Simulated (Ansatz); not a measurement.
TePb (rock salt, space group No. 225) at seven volumes, PBE (plane waves, PAW; program Ansatz), scaled uniformly. One row is withheld.

```json
[
 {"V (Å³/atom)": "32.239", "P (GPa)": "?"},
 {"V (Å³/atom)": "33.302", "P (GPa)": "2.74"},
 {"V (Å³/atom)": "34.364", "P (GPa)": "1.26"},
 {"V (Å³/atom)": "35.427", "P (GPa)": "0.00"},
 {"V (Å³/atom)": "36.490", "P (GPa)": "-1.06"},
 {"V (Å³/atom)": "37.553", "P (GPa)": "-1.97"},
 {"V (Å³/atom)": "38.616", "P (GPa)": "-2.73"}
]
```

Fit the shown pressures and predict the withheld one.

P = (3/2)B₀(x^(7/2) − x^(5/2))[1 + (3/4)(B′ − 4)(x − 1)] with x = (V₀/V)^(2/3). Least squares on the six rows gives V₀ = 35.429 Å³/atom, B₀ = 38.5 GPa, B′ = 4.51. At V = 32.239, x = 1.0649 and P = 4.50 GPa. The run itself gave 4.49 GPa.

Space group Fm-3m (rock salt). The PBE relaxation kept the symmetry of its start. Spin–orbit coupling is left out wherever it is not named.

Potentials: the later of the program's two PAW sets.
